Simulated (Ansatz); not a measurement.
According to DFT-r²SCAN in the program Ansatz with PAW potentials, SiB₂W₂ in the orthorhombic phase (Cmmm; Si on 2a, W on 4j, B on 4i) relaxes to a = 3.053 Å, b = 11.169 Å, c = 3.129 Å. Against the elements it lies at -14 kJ/mol of atoms, with no fitted shifts.

Electronic character: metallic (no gap).

Bader charges are Si +0.17, W +0.67, B -0.75 e.

The start of the workflow was typed in or built on a structure type; neither database checked (COD, Materials Project) lists it. Whether it is the stable phase at ambient conditions was not checked. The cell was relaxed with r²SCAN under the symmetry of its start; whether a distortion lowers the energy is not shown. No spin polarisation was allowed. The references are the lowest solids computed at this level, not always the standard phases. Spin–orbit coupling is left out wherever it is not named.

Potentials: the earlier of the program's two PAW sets.
